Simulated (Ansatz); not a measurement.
**YSn3: how the free axis answers a strain**

YSn3, Pm-3m, a = 4.647 Å. The structure is a COD entry; whether it is the stable form wasn't checked. Ansatz: PBEsol, PAW, 420 eV, Γ-centred 12×12×12 mesh on 4 atoms, Gaussian smearing 0.10 eV; no spin polarisation. Series: biaxial strain in the a-b plane, c and atoms relaxed; x is the strain in per cent. y is the change of c in per cent of 4.647 Å.

```tsv
x (%)	y (%)
-3.0	?
-2.0	3.23
-1.0	1.75
0.0	0.00
1.0	-1.82
2.0	-3.16
3.0	-4.38
```

Task: Fit y = c1 x + c2 x² to the other rows, say what c1 measures, and predict the missing y.

Result: Least squares on the rows shown. y = −1.602 x + 0.03519 x². With no stress along c, c1 = −2C12/C11 = -1.602. At −2 the volume would not change at all; a value this near to it means that the crystal resists a change of volume much more than one of shape. With a term in x³ added, the coefficient of x becomes -1.758, 10 % more, which shows how far this figure hangs on the form. At x = -3.0 the fit asked for gives 5.12 %. The run gave 4.43 %, so the fit is 0.69 % too high, 7.8 % of the span of the series, against an rms of 0.15 % on the fitted rows. The row lies outside the fitted range. With a term in x³ added, a fit to the same known rows predicts 4.35 %, so most of the miss is curvature that the known rows already hold.

Cost: 7 runs of about 14 core-minutes in all, on Arm Neoverse V2 (shared hosts).